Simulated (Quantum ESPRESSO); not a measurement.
## Band energies of CuI

```xyz
4
Lattice="4.0675 0.0000 0.0000 -2.0338 3.5226 0.0000 0.0000 0.0000 7.0955" Properties=species:S:1:pos:R:3 pbc="T T T"
Cu     2.0338     1.1742     4.2179
Cu     0.0000     2.3484     2.8776
I      0.0000     2.3484     5.4659
I      2.0338     1.1742     1.6296
```

norm-conserving PBEsol (Quantum ESPRESSO, 92 Ry, without SOC); path ΓMKΓALHA,LM,KH; energies in eV from the valence-band maximum.

```
k (1/Å)  point  band 22  band 23  band 24  band 25  band 26  band 27  band 28  band 29
-------  -----  -------  -------  -------  -------  -------  -------  -------  -------
0.00         Γ    -0.44    -0.41    -0.41     0.00     0.00     1.48     3.02     4.74
0.45              -1.35    -1.12    -0.86    -0.42    -0.12     2.68     3.54     4.24
0.89         M    -1.44    -1.43    -1.36    -1.31    -0.17     2.92     3.02     3.83
1.02              -1.46    -1.38    -1.32    -1.31    -0.26     3.10     3.25     3.78
1.41         K    -1.61    -1.53    -1.28    -1.28    -0.54     2.64     4.36     4.36
1.61              -1.51    -1.48    -1.31    -1.11    -0.49     2.94     4.06     4.24
2.02              -1.30    -1.05    -0.81    -0.37    -0.18     2.67     3.87     4.71
2.44         Γ    -0.44    -0.41    -0.41     0.00     0.00     1.48     3.02     4.74
2.55              -0.59    -0.40    -0.40    -0.02    -0.02     1.74     3.03     4.66
2.88         A    -1.11    -0.29    -0.29    -0.17    -0.17     3.00     3.06     4.35
3.08              -1.13    -0.61    -0.53    -0.40    -0.23     3.37     3.57     4.39
3.47              -1.38    -1.27    -1.01    -0.96    -0.41     2.66     3.12     3.92
3.77         L    -1.45    -1.45    -1.27    -1.15    -0.43     2.35     2.67     3.64
3.98              -1.50    -1.49    -1.22    -1.06    -0.62     2.65     2.80     4.24
4.29         H    -1.63    -1.55    -1.08    -1.08    -0.81     3.00     3.00     3.94
4.47              -1.55    -1.51    -1.15    -1.01    -0.77     2.98     3.03     4.17
4.85              -1.27    -1.17    -0.89    -0.82    -0.52     3.42     3.54     4.62
5.32         A    -1.11    -0.29    -0.29    -0.17    -0.17     3.00     3.06     4.35
5.32         L    -1.45    -1.45    -1.27    -1.15    -0.43     2.35     2.67     3.64
5.76         M    -1.44    -1.43    -1.36    -1.31    -0.17     2.92     3.02     3.83
5.76         K    -1.61    -1.53    -1.28    -1.28    -0.54     2.64     4.36     4.36
6.20         H    -1.63    -1.55    -1.08    -1.08    -0.81     3.00     3.00     3.94
```

The PBEsol gap is direct, 1.48 eV at Γ.

Spin-orbit coupling is left out, which matters for elements this heavy: edges can move by tenths of an eV. The filled Cu 3d shell has no Hubbard U; semilocal functionals place it too high.

Geometry relaxed with PBE+D3(BJ).

This is not the ordinary phase of the substance; no match was found in the copy of COD used, and its stability was not checked.
